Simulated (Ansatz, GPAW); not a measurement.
# GaGe3: 3 runs at one level of theory

```xyz
4
Lattice="4.2785 0.0000 0.0000 0.0000 4.2785 0.0000 0.0000 0.0000 4.2785" Properties=species:S:1:pos:R:3 pbc="T T T"
Ge    2.1392    2.1392    0.0000
Ge    2.1392    0.0000    2.1392
Ge    0.0000    2.1392    2.1392
Ga    0.0000    0.0000    0.0000
```

The cell comes from a database or a generator and needn't be the stable form of this composition.

Alike in all runs: task band structure; functional PBE; k mesh 6 × 6 × 6; occupations fermi-dirac, width 0.05 eV; no spin polarisation; no spin-orbit coupling. Pressure is positive in compression and, in plane waves, holds the error of the finite cutoff, which Ansatz's Pulay term estimates and takes out.

```tsv
program and potentials	plane-wave cutoff (eV)	notes	pressure (GPa)
Ansatz, Ansatz PAW	420	13.75 valence electrons an atom on average; Pulay term of +0.03 GPa included	-0.05
Ansatz, all-electron LAPW, scalar-relativistic	-	-	-0.02
GPAW, GPAW PAW data sets (gpaw-data 1.2.1)	600	3.75 valence electrons an atom on average	-0.36
```

The pressure spans -0.36 (GPAW, GPAW PAW data sets (gpaw-data 1.2.1)) to -0.02 GPa (Ansatz, all-electron LAPW, scalar-relativistic), with all-electron results at -0.02.

Differences between rows come from potentials, basis sets and numerical settings, since the functional is the same but for its coding. Runs on potential files found faulty are left out.
